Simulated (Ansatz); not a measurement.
This run works on a proposed trial structure, not on a known crystal.

Input and command of a plane-wave DFT calculation in Ansatz:

```yaml
crystal:
  lattice:
    - [4.1352086759, 0.0, -0.2705457919]
    - [0.0, 4.1973449081, 0.0]
    - [-2.9086390267, 0.0, 17.1762155337]
  atoms:
    - { symbol: In, position: [0.8013995989, 0.25, 0.0530057057] }
    - { symbol: In, position: [0.1986004011, 0.75, 0.9469942943] }
    - { symbol: Bi, position: [0.5477146806, 0.75, 0.3024991553] }
    - { symbol: Bi, position: [0.71037659, 0.25, 0.4598175919] }
    - { symbol: Bi, position: [0.9748226104, 0.25, 0.2285467609] }
    - { symbol: Bi, position: [0.4522853194, 0.25, 0.6975008447] }
    - { symbol: Bi, position: [0.28962341, 0.75, 0.5401824081] }
    - { symbol: Bi, position: [0.0251773896, 0.75, 0.7714532391] }
    - { symbol: O, position: [0.75082563, 0.75, 1.0009123846] }
    - { symbol: O, position: [0.24917437, 0.25, -0.0009123846] }
basis:
  ecutwfc: 500
kpoints:
  mp_grid: { grid: [8, 8, 2] }
  band_path:
    path:
      - [0.0, 0.0, 0.0]
      - [0.0, -0.5, 0.0]
      - [0.0, -0.5, 0.5]
      - [0.0, 0.0, 0.5]
      - [0.0, 0.0, 0.0]
      - [0.5, 0.0, 0.0]
      - [0.5, -0.5, 0.0]
      - [0.0, -0.5, 0.0]
      - [0.5, -0.5, -0.5]
      - [0.5, 0.0, -0.5]
      - [0.0, 0.0, 0.0]
    npoints: 14
hamiltonian:
  xc: r2scan
scf:
  occupations: { method: gaussian, width: 0.1 }
  n_extra_bands: 25
output:
  forces: true
  stress: true
  eigenvalues: true
  populations: true
  dos: { projected: true, de: 0.02, nscf_kmesh: { grid: [10, 10, 3] } }
  bader: true
  write_density: true
  write_potential: true
  elf: true
  volumetric_format: npy
```

```bash
ansatz run input.yaml --threads 1 --pin off --max-ram 2560MiB --backend cpu --events-out ev --progress --plain --runs-dir out
```

Processor: Intel(R) Xeon(R) 6975P-C (Granite Rapids), 1 thread, on a host shared with other jobs.

Problem. How long does it run, and how much memory does it take?

Solution. About 5 min, peak memory 2.4 GiB. It solves 89 bands at 50 k points (after reduction by symmetry) with about 7501 plane waves, in 8 SCF iterations.
